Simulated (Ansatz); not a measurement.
# Run record: elastic constants by finite strains of Sc (P6_3/mmc)

Method: PBEsol, all-electron LAPW in Ansatz 0.2.0, scalar-relativistic.

Cell and atoms were relaxed beforehand by PAW with this functional.

Command line:

```sh
ansatz run input.yaml --threads 1 --pin off --max-ram 2560MiB --backend cpu --events-out ev --progress --plain --runs-dir out
```

input.yaml:

```yaml
crystal:
  lattice:
    - [3.27530413651, 0.0, 0.0]
    - [-1.63765206826, 2.83649658734, 0.0]
    - [0.0, 0.0, 5.10589256257]
  atoms:
    - { symbol: Sc, position: [0.333333333333, 0.666666666667, 0.25] }
    - { symbol: Sc, position: [0.666666666667, 0.333333333333, 0.75] }
kpoints:
  mp_grid: { grid: [14, 14, 8] }
scf:
  occupations: { method: fermi_dirac, width: 0.1 }
hamiltonian:
  xc: pbesol
  pseudopotentials: { kind: all_electron, lapw: { basis_error: 0.001 } }
elastic:
  mode: relaxed_ion
  stencil: two_point
  amplitude: 0.005
```

Output (shortened where marked):

```
Warning: RAYON_NUM_THREADS=1 ignored (pool sized by the plan → 1); use --threads N
LAPW: plane waves up to 6.979 Å⁻¹, error target 1.0e-3 eV per atom; small_component_spin mean_spin; Sc in spheres of 1.541 Å, 11 of its electrons in bands, Dirac shells [] (how accurate: ...
Engine: ansatz 0.2.0, aarch64-unknown-linux-gnu
Pseudopotentials: kind: all_electron
Pseudopotential: Sc, LAPW, valence charge 11, lapw/all_electron/scalar/gaussian/Sc, Koelling and Harmon's equation, gaussian nucleus
Functional definition: PBEsol
  exchange = pbesol_x
  correlation = pbesol_c
Crystal: 2 atoms, lattice volume = 47.436 Å³
Basis set: ecut = 185.56278278989927 eV, 287 PW (Γ), exchange–correlation at level 2
Bands: 15, of which v1, the nominal top of the filled ones, is band 11 counted from 1 (10 counted from 0)
Symmetry: 24 space group operations
Space group: P63/mmc (ITA 194), of the structure as read, at distance tolerance 3.6e-5 Å
k-points: 120 of 1568
Non-local potential: Sc, projectors of the file, none
Initial density: superposition of atomic densities (chi_scale 0.1, normalization cell)
Initial wavefunctions: plane waves of lowest kinetic energy (no species holds an atomic orbital)
[... 201 lines left out ...]
  mechanically stable: yes (min eigenvalue of sym C = 32.15 GPa)
  the stresses are not corrected for the forces that the relaxations left standing (`elastic.f_tol`)
  where every solve meets its electron count the energy-path curvature estimates C_jj along a normal strain and C_jj − ¼(σ⁰_aa + σ⁰_bb) along a shear (ab), closely only under elastic.basis: deformed
  strain η (Voigt 11):  stress-route row diagonal C_11 = 104.11 GPa, energy-path curvature d²(F+E_count)/dδ²/Ω₀ = 104.12 GPa
         δ    σ_11 (GPa)             F (eV)   n_scf  n_hpsi   n_pw
    -5.000e-3      -0.5344      -41542.3116095       2   51785    288   relax 3 steps, max|allowed force component| 8.58e-6 eV/Å
     5.000e-3       0.5068      -41542.3116360       2   52025    288   relax 2 steps, max|allowed force component| 1.41e-5 eV/Å
  strain η (Voigt 33):  stress-route row diagonal C_33 = 103.60 GPa, energy-path curvature d²(F+E_count)/dδ²/Ω₀ = 103.60 GPa
         δ    σ_33 (GPa)             F (eV)   n_scf  n_hpsi   n_pw
    -5.000e-3      -0.5110      -41542.3116414       6   54510    288   relax 0 steps, max|allowed force component| 8.79e-17 eV/Å
     5.000e-3       0.5249      -41542.3116080       6   54460    288   relax 0 steps, max|allowed force component| 1.20e-16 eV/Å
  strain η (Voigt 23):  stress-route row diagonal C_44 = 32.15 GPa, energy-path curvature d²(F+E_count)/dδ²/Ω₀ = 32.15 GPa
         δ    σ_23 (GPa)             F (eV)   n_scf  n_hpsi   n_pw
    -5.000e-3      -0.1607      -41542.3118891       2   73940    288   relax 2 steps, max|allowed force component| 4.60e-5 eV/Å
     5.000e-3       0.1607      -41542.3118891       2   73981    288   relax 2 steps, max|allowed force component| 4.61e-5 eV/Å
```

The run converged.

**Strained cells**

Elastic constants of a crystal by Kohn-Sham DFT: slopes of the stress over finite engineering strains of the given cell, Voigt indices, Cartesian axes as in the input; stress of each strained cell less that at rest, tension positive.

| strain component | strain | stress xx (GPa) | stress yy (GPa) | stress zz (GPa) | stress yz (GPa) | stress xz (GPa) | stress xy (GPa) | relaxation steps |
| --- | --- | --- | --- | --- | --- | --- | --- | --- |
| xx | -0.005 | -0.5278 | -0.1964 | -0.1517 | 0 | 0 | 0 | 3 |
| xx | 0.005 | 0.5134 | 0.1931 | 0.148 | 0 | 0 | 0 | 2 |
| zz | -0.005 | -0.1515 | -0.1515 | -0.5244 | 0 | 0 | 0 | 0 |
| zz | 0.005 | 0.1483 | 0.1483 | 0.5115 | 0 | 0 | 0 | 0 |
| yz | -0.005 | -0.0007 | 0.0008 | -0.0016 | -0.1607 | 0 | 0 | 2 |
| yz | 0.005 | -0.0007 | 0.0008 | -0.0016 | 0.1607 | 0 | 0 | 2 |

Elastic moduli:

Hill averages of a grain aggregate, Debye temperature from the mean sound speed over directions.

```json
{
 "Bulk modulus": "56.58 GPa",
 "Shear modulus": "33.49 GPa",
 "Young modulus": "83.91 GPa",
 "Poisson ratio": "0.2528",
 "Bulk over shear modulus": "1.69",
 "Elastic anisotropy index": "0.0265",
 "Least young modulus": "81.21 GPa",
 "Largest young modulus": "91.04 GPa",
 "Longitudinal sound speed": "5671 m/s",
 "Transverse sound speed": "3262 m/s",
 "Elastic debye temperature": "375.2 K",
 "Linear compressibility (x, y, z)": "5.653, 5.653, 6.382 1/TPa"
}
```

### Elastic constants

```json
{"Pressure at rest": "0 GPa", "Least elastic eigenvalue": "32.15 GPa", "Elastically stable": "yes"}
```

```
index  elastic (GPa)
   11          104.1
   12          38.95
   13          29.97
   33          103.6
   44          32.15
```

Keep in mind: responses of metals move with mesh and smearing; elastic stability says nothing of phonons or of other phases.

Cost: 6.2 min on 1 thread of Arm Neoverse V1, on a shared host, peak memory 0.73 GiB.
